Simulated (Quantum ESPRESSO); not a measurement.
# Zn2Ti2GaIn2Hf: one composition in several site orders

A calculation, not a measurement. The program is pw.x of Quantum ESPRESSO 7.5 (plane-wave density functional theory). The cell is made up: eight metal atoms on a hexagonal close-packed lattice, with elements, volume, strain and displacements drawn at random and not relaxed, so it may be unstable or far from any real phase. PseudoDojo standard norm-conserving files set the functional (PBE unless stated); there is no spin polarisation or spin-orbit coupling, the Fermi-Dirac width of 0.25 eV means electrons at about 2900 K, and the masses in the input are unused placeholders. Heavy elements are run without spin-orbit coupling, which real alloys of them have. A spin test at this wide smearing found no moment, but such smearing suppresses magnetism that the real alloy may have.

The runs put one composition on the sites in different orders. Cell, positions, cutoff, mesh and smearing stay as in the input of run 1; sites are counted in its order. Stress in the tables is positive in tension.

Input of run 1:

```
&control calculation='scf', pseudo_dir='./dojo.nc.sr.pbe.v0_5.standard.upf', outdir='./o', disk_io='medium', tprnfor=.true., tstress=.true. /
&system ibrav=0, nat=8, ntyp=5, nbnd=70, ecutwfc=84.00895049, nosym=.true., tot_charge=0,
 occupations='smearing', smearing='fd', degauss=0.0183746611
/
&electrons conv_thr=1.470e-08, electron_maxstep=70, mixing_beta=0.5 /
ATOMIC_SPECIES
Ga 1.0 Ga.upf
Hf 1.0 Hf.upf
In 1.0 In.upf
Ti 1.0 Ti.upf
Zn 1.0 Zn.upf
CELL_PARAMETERS angstrom
4.516 -2.5992 -0.0333
-2.9911 -0.0268 -4.7625
2.9704 5.1287 0.0425
ATOMIC_POSITIONS angstrom
Zn 0.0096 0.0946 0.0836
Ti 1.4884 2.6179 -0.0552
Ti -0.1434 1.6577 -2.3147
Ga 1.4854 4.1298 -2.3781
In 2.9533 -0.1333 0.0613
In 4.5218 2.4942 0.1587
Hf 1.3687 -0.9185 -2.2972
Zn 3.0262 1.7231 -2.4789
K_POINTS automatic
5 5 4 1 1 1
```

```
run  elements on sites 1 to 8  free energy less that of run 1 (eV)  -TS (eV)  pressure (GPa)  stress xx (GPa)  stress yy (GPa)  stress zz (GPa)  stress yz (GPa)  stress xz (GPa)  stress xy (GPa)  iterations
  1   Zn Ti Ti Ga In In Hf Zn                                0.000    -1.464            3.33            -1.68            -2.38            -5.92             1.43            -2.37             1.74          13
  2   Zn Zn In Ti In Ga Ti Hf                               -0.447    -1.327            3.79            -3.74            -4.56            -3.07             0.72             0.49             0.01          12
  3   In Zn Ti Hf Ga In Zn Ti                                0.095    -1.407            5.28            -4.35            -5.23            -6.26             0.97            -0.92             0.02          13
  4   Ti In Zn Hf Zn Ti Ga In                                0.263    -1.414            4.91            -2.83            -5.17            -6.72             2.02            -0.98             0.62          12
  5   In Ti Ga Hf In Ti Zn Zn                                0.274    -1.410            4.38            -5.12            -1.48            -6.55             0.49             2.41             0.92          13
  6   Ti Ga In Zn Ti In Hf Zn                               -0.065    -1.325            3.35            -2.83            -2.30            -4.91            -0.27            -1.12             0.74          13
```

Forces Fx Fy Fz (eV/Å):

| site | run 1 | run 2 | run 3 | run 4 | run 5 | run 6 |
| --- | --- | --- | --- | --- | --- | --- |
| 1 | 0.09 -0.11 -0.10 | 0.30 -0.45 -0.13 | 0.49 0.20 -0.59 | -0.03 -0.15 -0.58 | -0.32 -0.85 -0.69 | 0.12 -0.03 -0.01 |
| 2 | 0.46 -0.55 0.24 | 0.10 0.06 0.13 | 0.05 -0.54 0.37 | 0.14 -0.94 1.16 | 0.54 -0.06 1.23 | -0.13 -0.53 0.08 |
| 3 | -0.08 -0.17 -0.38 | 0.29 -0.25 -0.12 | -0.07 0.37 -0.16 | 0.04 -0.28 -0.13 | 0.43 0.45 -0.56 | -0.15 0.08 -0.03 |
| 4 | -0.58 0.59 1.11 | -0.25 0.48 0.63 | -0.41 0.99 1.21 | -0.15 1.68 -0.23 | -0.96 0.27 1.38 | -0.28 0.60 0.36 |
| 5 | 0.22 1.23 -0.57 | -0.09 0.56 -0.12 | 0.32 0.95 -0.53 | -0.17 0.08 -0.31 | 0.80 1.63 -0.72 | -0.36 0.74 -0.16 |
| 6 | -0.82 -0.63 -0.71 | -0.39 0.02 -1.56 | -1.16 -0.91 -1.94 | -0.78 0.74 -1.45 | -0.88 -0.94 -1.37 | -0.32 -0.08 -0.58 |
| 7 | 0.74 0.54 0.10 | 0.31 -0.13 -0.04 | 0.66 0.32 -0.16 | 0.57 0.18 0.17 | 0.66 -0.18 -0.08 | 0.76 -0.04 -0.44 |
| 8 | -0.03 -0.90 0.31 | -0.27 -0.30 1.20 | 0.13 -1.38 1.81 | 0.38 -1.31 1.36 | -0.27 -0.33 0.81 | 0.37 -0.75 0.78 |

The sites are displaced and not relaxed, so the energy differences mix bonding between neighbours with strain and are not ordering energies. A rerun of one cell of this series at a higher cutoff and on a denser mesh moved values by no more than 0.002 eV in energy, 0.07 GPa in stress and 0.012 eV/Å in force, and a second program with other atomic files agreed on that cell to 2 % rms in force and 0.5 GPa in pressure.